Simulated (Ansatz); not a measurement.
Method: DFT PBE, scalar-relativistic, plane waves, PAW in Ansatz 0.2.0. All cells share a 420 eV cutoff and Γ-centred k meshes spaced at most about 0.3 Å⁻¹ (about 0.25 or finer for metals, 2π included). No spin polarisation in the final relaxations.

These are static total energies at zero pressure.

Two relaxed structures of TaNb3F2:

1.

```cif
data_structure
_symmetry_space_group_name_H-M 'R-3m:H'
_symmetry_Int_Tables_number 166
_cell_length_a 5.8158
_cell_length_b 5.8158
_cell_length_c 12.8315
_cell_angle_alpha 90.000
_cell_angle_beta 90.000
_cell_angle_gamma 120.000
_cell_volume 375.86
loop_
_atom_site_label
_atom_site_type_symbol
_atom_site_symmetry_multiplicity
_atom_site_Wyckoff_symbol
_atom_site_fract_x
_atom_site_fract_y
_atom_site_fract_z
_atom_site_occupancy
Ta1 Ta 3 a 0.00000 0.00000 0.00000 1
Nb1 Nb 9 d 0.83333 0.16667 0.16667 1
F1 F 6 c 0.33333 0.66667 0.39234 1
```

2.

```cif
data_structure
_symmetry_space_group_name_H-M 'P4/mmm'
_symmetry_Int_Tables_number 123
_cell_length_a 3.1137
_cell_length_b 3.1137
_cell_length_c 9.8648
_cell_angle_alpha 90.000
_cell_angle_beta 90.000
_cell_angle_gamma 90.000
_cell_volume 95.64
loop_
_atom_site_label
_atom_site_type_symbol
_atom_site_symmetry_multiplicity
_atom_site_Wyckoff_symbol
_atom_site_fract_x
_atom_site_fract_y
_atom_site_fract_z
_atom_site_occupancy
Ta1 Ta 1 a 0.00000 0.00000 0.00000 1
Nb1 Nb 2 g 0.00000 0.00000 0.67258 1
Nb2 Nb 1 d 0.50000 0.50000 0.50000 1
F1 F 2 h 0.50000 0.50000 0.88210 1
```

Problem. Which form is favoured at zero pressure, and by what margin per atom?

Solution. Cell 2 is lower, by 188 meV/atom. Cell 1 has space group R-3m (No. 166), 20.9 Å³/atom and no gap on its mesh; cell 2 has space group P4/mmm (No. 123), 15.9 Å³/atom and no gap. Counting F atoms around Nb and Ta (those within 1.25 times the shortest such distance or 1.15 times the sum of covalent radii; the shortest distance is added where it is long for a bond; a slash parts the counts of unlike sites), cell 1 has Ta 8 from 3.4 Å, Nb 2 and cell 2 has Ta 8, Nb 2 from 3.8 Å/4 from 3.0 Å. The denser one is the lower, and pressure would at first widen the difference. Both come from invented guesses.

These runs have no spin–orbit coupling, which can matter for Ta. A magnetic state wasn't ruled out in cells without spin, among them P4/mmm. Cells relaxed within their symmetry can be saddle points.
